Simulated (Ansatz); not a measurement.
AlSi2N:
```yaml
crystal:
  lattice:
    - [1.41708, 0.81815, 7.68617]
    - [-1.41708, 0.81815, 7.68617]
    - [0.00000, -1.63631, 7.68617]
  atoms:
    - { symbol: Al, position: [0.96635, 0.96635, 0.96635] }
    - { symbol: N, position: [0.87282, 0.87282, 0.87282] }
    - { symbol: Si, position: [0.50648, 0.50648, 0.50648] }
    - { symbol: Si, position: [0.40431, 0.40431, 0.40431] }
```

Relaxed with PBE. Special points in fractions of this cell's reciprocal vectors: Γ (0.000, 0.000, 0.000); T (0.500, 0.500, 0.500); H2 (0.826, 0.174, 0.500); H0 (0.500, -0.174, 0.174); L (0.500, 0.000, 0.000); S0 (0.337, -0.337, 0.000); S2 (0.663, 0.000, 0.337); F (0.500, 0.000, 0.500).

Problem. List the band energies nearest the Fermi level at these points for PBE in the plane-wave PAW code Ansatz.

Solution. In eV from the Fermi level; about four levels below and three above (degenerate sets whole), none deeper than 8.9 eV; points with the same levels are listed once.

```csv
k,below,above
Γ,-5.72 -5.11 -4.40 -4.40,2.48 3.77 6.69 6.69
T,-8.53 -4.40 -4.40 -2.10,0.05 4.45 6.66 6.66
H2,-3.24 -2.66 -0.75 -0.18,1.10 2.82 4.03
L,-5.41 -4.23 -1.28 -0.02,0.57 3.27 3.98
S0,-3.69 -3.27 -2.68 -0.74,0.01 0.90 2.91
F,-5.01 -3.31 -2.60 -0.87,1.61 3.50 4.06
```

Space group R3m. The start of the workflow was typed in or built on a structure type; neither database checked (COD, Materials Project) lists it. Whether it is the stable phase at ambient conditions was not checked. Symmetry was held in the PBE relaxation; whether a distortion lowers the energy is not shown.

Potentials: the earlier of the program's two PAW sets.
